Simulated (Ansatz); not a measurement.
Data:

Ru:
```xyz
1
Lattice="-1.5091 1.5091 1.5091 1.5091 -1.5091 1.5091 1.5091 1.5091 -1.5091" Properties=species:S:1:pos:R:3 pbc="T T T"
Ru     0.0000     0.0000     0.0000
```

This is the PBEsol-relaxed structure.

All from PBEsol (plane waves, PAW; program Ansatz), unless another level is named. Estimate the density of states at the Fermi level.

1.9 states/eV per atom (mean over ±0.08 eV).

What about the gap with spin–orbit coupling?

none (metallic).

Space group Im-3m (bcc (W type)). The start of the workflow was typed in or built on a structure type; neither database checked (COD, Materials Project) lists it. It is not the phase usual at ambient conditions (space group No. 194). Symmetry was held in the PBEsol relaxation. At this level the phase is mechanically unstable. No spin polarisation was allowed. Spin–orbit coupling is left out wherever it is not named.

Potentials: the later of the program's two PAW sets.
